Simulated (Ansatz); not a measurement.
Ta₂O₅:
```yaml
crystal:
  lattice:
    - [3.66567, 0.00000, 0.00000]
    - [0.00000, 6.45647, 0.00000]
    - [0.00000, 0.00000, 7.71480]
  atoms:
    - { symbol: O, position: [0.99932, 0.67966, 0.50000] }
    - { symbol: O, position: [0.00068, 0.32034, 0.50000] }
    - { symbol: O, position: [0.00068, 0.67966, 0.00000] }
    - { symbol: O, position: [0.99932, 0.32034, 0.00000] }
    - { symbol: O, position: [0.50000, 0.50000, 0.75000] }
    - { symbol: O, position: [0.50000, 0.50000, 0.25000] }
    - { symbol: Ta, position: [0.50000, 0.50000, 0.50000] }
    - { symbol: Ta, position: [0.50000, 0.50000, 0.00000] }
    - { symbol: O, position: [0.50000, 0.00000, 0.50000] }
    - { symbol: O, position: [0.50000, 0.00000, 0.00000] }
    - { symbol: Ta, position: [0.00000, 0.00000, 0.50000] }
    - { symbol: Ta, position: [0.00000, 0.00000, 0.00000] }
    - { symbol: O, position: [0.00000, 0.00000, 0.75000] }
    - { symbol: O, position: [0.00000, 0.00000, 0.25000] }
```

Relaxed with r²SCAN. Special points in fractions of this cell's reciprocal vectors: Γ (0.000, 0.000, 0.000); X (0.500, 0.000, 0.000); S (0.500, 0.500, 0.000); Y (0.000, 0.500, 0.000); Z (0.000, 0.000, 0.500); U (0.500, 0.000, 0.500); R (0.500, 0.500, 0.500); T (0.000, 0.500, 0.500).

Question: List the band energies nearest the valence-band maximum at these points for the program Ansatz at the r²SCAN with spin–orbit coupling level (PAW).

Answer: In eV from the valence-band maximum; about four levels below and three above (degenerate sets whole), none deeper than 8.9 eV; points with the same levels are listed once.

```json
[
 {"k": "Γ", "below": "-0.88 -0.88 -0.69 -0.69", "above": "0.79 0.79 1.10 1.10"},
 {"k": "X", "below": "-1.05 -1.05 0.00 0.00", "above": "0.56 0.56 0.92 0.92"},
 {"k": "S", "below": "-0.97 -0.97 0.00 0.00", "above": "0.63 0.63 1.21 1.21"},
 {"k": "Y", "below": "-0.92 -0.92 -0.69 -0.69", "above": "1.23 1.23 1.40 1.40"},
 {"k": "Z", "below": "-1.10 -1.10 -1.10 -1.10", "above": "0.98 0.98 0.98 0.98"},
 {"k": "U", "below": "-0.64 -0.64 -0.64 -0.64", "above": "0.88 0.88 0.88 0.88"},
 {"k": "R", "below": "-0.62 -0.62 -0.62 -0.62", "above": "1.19 1.19 1.19 1.19"},
 {"k": "T", "below": "-1.40 -1.40 -1.40 -1.40", "above": "1.59 1.59 1.59 1.59"}
]
```

Space group Pmmm. The workflow started from an entry of the Crystallography Open Database (COD); the relaxed space group is not among those it files for this formula. COD files the formula under space group No. 49, so this cell is another polymorph or a model. Its standing as an ambient phase is unchecked. The cell was relaxed with r²SCAN under the symmetry of its start; its stability against distortions is not shown here. The run is not spin-polarised. Point labels and valley counts follow the cell and symmetry of the run, lower than the named group.

Potentials: the later of the program's two PAW sets.
